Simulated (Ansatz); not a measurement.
InAs:
```yaml
crystal:
  lattice:
    - [7.52324, 0.00000, 0.00000]
    - [0.00000, 7.52324, 0.00000]
    - [0.00000, 0.00000, 7.52324]
  atoms:
    - { symbol: In, position: [0.25000, 0.00000, 0.50000] }
    - { symbol: In, position: [0.50000, 0.25000, 0.00000] }
    - { symbol: In, position: [0.50000, 0.75000, 0.00000] }
    - { symbol: In, position: [0.75000, 0.00000, 0.50000] }
    - { symbol: In, position: [0.00000, 0.50000, 0.75000] }
    - { symbol: In, position: [0.00000, 0.50000, 0.25000] }
    - { symbol: As, position: [0.25000, 0.50000, 0.00000] }
    - { symbol: As, position: [0.00000, 0.25000, 0.50000] }
    - { symbol: As, position: [0.00000, 0.75000, 0.50000] }
    - { symbol: As, position: [0.75000, 0.50000, 0.00000] }
    - { symbol: As, position: [0.50000, 0.00000, 0.75000] }
    - { symbol: As, position: [0.50000, 0.00000, 0.25000] }
```

Relaxed with r²SCAN. Special points in fractions of this cell's reciprocal vectors: Γ (0.000, 0.000, 0.000); X (0.000, 0.500, 0.000); M (0.500, 0.500, 0.000); R (0.500, 0.500, 0.500).

Question: List the band energies nearest the valence-band maximum at these points for r²SCAN with spin–orbit coupling in the plane-wave PAW code Ansatz.

Answer: In eV from the valence-band maximum; about four levels below and three above (degenerate sets whole), none deeper than 8.9 eV; points with the same levels are listed once.

```csv
k,below,above
Γ,0.00 0.00 0.00 0.00,0.03 0.03 1.30 1.30 1.30 1.30
X,-0.36 -0.36 -0.36 -0.36,1.25 1.25 1.25 1.25
M,-0.87 -0.87 -0.41 -0.41,1.96 1.96 2.03 2.03
R,-1.42 -1.42 -1.42 -1.42 -1.42 -1.42 -1.42 -1.42,3.12 3.12 3.12 3.12 3.12 3.12 3.12 3.12
```

Space group Pm-3n. The start of the workflow was typed in or built on a structure type; neither database checked (COD, Materials Project) lists it. It is not the phase usual at ambient conditions (space group No. 216). The r²SCAN relaxation kept the symmetry of its start; whether a distortion lowers the energy is not shown. The volume moved by 26 % from the start of the relaxation.

Potentials: the earlier of the program's two PAW sets. The files were generated under PBE; for other functionals the program regenerates the frozen cores, and for LDA and PBEsol the local potential too.
